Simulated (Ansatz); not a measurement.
AlN:
```yaml
crystal:
  lattice:
    - [0.00000, 2.01828, 2.01828]
    - [2.01828, 0.00000, 2.01828]
    - [2.01828, 2.01828, 0.00000]
  atoms:
    - { symbol: Al, position: [0.00000, 0.00000, 0.00000] }
    - { symbol: N, position: [0.50000, 0.50000, 0.50000] }
```

This is the r²SCAN-relaxed structure.

Q: All from plane-wave PAW r²SCAN (Ansatz code), unless another level is named. Estimate the Young's modulus.

A: 559 GPa.

Q: Give the elastic constants (relaxed ions, GPa).

A: C11 = 469, C12 = 180, C44 = 339.

Space group Fm-3m (rock salt). This is a known high-pressure phase of the composition, computed here at zero pressure and temperature. Symmetry was held in the r²SCAN relaxation; whether a distortion lowers the energy is not shown. The volume moved by -17 % from the start of the relaxation.

Potentials: the earlier of the program's two PAW sets.
